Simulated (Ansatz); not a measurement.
Structures of HgSb2: which is lowest?

Plane-wave DFT in Ansatz with scalar-relativistic PAW potentials, cutoff 420 eV, Γ-centred meshes chosen by cell and gap, Gaussian smearing with energies taken to zero width. Every cell was relaxed (cell and atoms) in a run of its own, within the symmetry of its start. Functional: PBE.

Relaxed structures (starts from databases or built by putting these elements on another compound's sites):
A. I4_1/amd, 6 atoms in the computed cell, a = 3.927 Å, c = 23.790 Å; sites (symmetry × multiplicity) Hg -4m2 × 4, Sb 2mm. × 8; start: built
B. I4/mmm, 3 atoms in the computed cell, a = 4.429 Å, c = 11.274 Å; sites (symmetry × multiplicity) Hg 4/mmm × 2, Sb 4mm × 4; start: built
C. Fd-3m, 6 atoms in the computed cell, a = 8.927 Å; sites (symmetry × multiplicity) Hg -43m × 8, Sb .-3m × 16; start: built

Problem. Rank them by energy. Could pressure change the order?

Solution.
| structure | group | E − E(lowest) (meV/atom) | V (Å³/atom) | gap on mesh (eV) |
| --- | --- | --- | --- | --- |
| B | I4/mmm | 0.0 | 36.86 | 0.00 |
| A | I4_1/amd | 91 | 30.57 | 0.00 |
| C | Fd-3m | 121 | 29.64 | 0.00 |

B is lowest, 91 meV/atom under A. A is denser by 6.29 Å³/atom, so pressure favours it: ΔE/ΔV, with ΔE in eV and 1 eV/Å³ = 160.2 GPa, gives about 2.3 GPa for equal enthalpy if both cells were rigid, a rough figure since the two compress differently. Other structures may lie lower than all of these, and vibrations aren't counted.

Spin-orbit coupling is left out, which matters for the bands of heavy elements.